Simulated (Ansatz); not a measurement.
The relaxed structure here is a generated cell of Al: the first start was made by placing the elements on the sites of a structure type, and the end was not matched to a known phase here, so it may be hypothetical. Known forms of Al include space group No. 225.

A relaxed cell of Al (P6₃/mmc (No. 194)), relaxed on a k-mesh at least as fine as the one used below. These are r2SCAN (plane waves to 500 eV, PAW, scalar-relativistic; Ansatz, a program for electronic structure) values and carry that method's errors. Γ-centred k-mesh 4×8×6 on the run's cell (coarser than for final values), Fermi–Dirac smearing 0.05 eV.

```
Al
1.0
    8.99981     0.00000     0.00000
   -2.24995     3.89703     0.00000
    0.00000     0.00000     5.21984
Al
8
Cartesian
  0.00000   0.00000   3.91488
  4.49991   0.00000   3.91488
  0.00000   0.00000   1.30496
  4.49991   0.00000   1.30496
  0.00000   2.59802   3.91488
  4.49991   2.59802   3.91488
  2.24995   1.29901   1.30496
  6.74986   1.29901   1.30496
```

Every atom was then displaced, and the forces became (eV/Å):

| atom | Fx | Fy | Fz |
|---|---|---|---|
| Al1 | 0.06 | 0.18 | 0.62 |
| Al2 | -0.10 | 0.02 | -0.34 |
| Al3 | -0.37 | 0.39 | -0.83 |
| Al4 | -1.15 | -1.26 | 0.09 |
| Al5 | 0.03 | -0.15 | 0.11 |
| Al6 | -0.54 | -0.54 | 0.20 |
| Al7 | 0.20 | 0.69 | -0.01 |
| Al8 | 1.87 | 0.66 | 0.16 |

**Question.** Which atom was moved farthest relative to the others, and in which direction?

**Answer.** Al4, by (0.15, 0.13, -0.07) Å (0.21 Å, mean shift removed); the next is Al8 with 0.13 Å. Its force makes an angle of 163° with its move.

All displacements (Å):

```json
[
 {"atom": "Al1", "ux": "-0.061", "uy": "-0.037", "uz": "-0.136"},
 {"atom": "Al2", "ux": "-0.067", "uy": "-0.093", "uz": "-0.079"},
 {"atom": "Al3", "ux": "0.061", "uy": "0.030", "uz": "-0.032"},
 {"atom": "Al4", "ux": "0.142", "uy": "0.131", "uz": "-0.116"},
 {"atom": "Al5", "ux": "-0.103", "uy": "-0.032", "uz": "-0.003"},
 {"atom": "Al6", "ux": "0.022", "uy": "-0.003", "uz": "0.050"},
 {"atom": "Al7", "ux": "0.058", "uy": "-0.075", "uz": "-0.076"},
 {"atom": "Al8", "ux": "-0.115", "uy": "0.062", "uz": "0.001"}
]
```

**Question.** Estimate the energy cost of the displacement in the harmonic approximation and compare with the calculation.

**Answer.** For a harmonic well ΔE = −½ Σ F·u = 0.299 eV a cell, or 37 meV/atom. The calculated energy relative to the undisplaced cell is +0.04 eV/atom, so the harmonic estimate holds well.

The undisplaced cell is probably no minimum: from this displacement the run went on to Pbca (No. 61) at a tolerance of 0.01 Å, Cmce (No. 64) at 0.1 Å, 0.37 eV/atom below it.

No spin polarisation in the result.
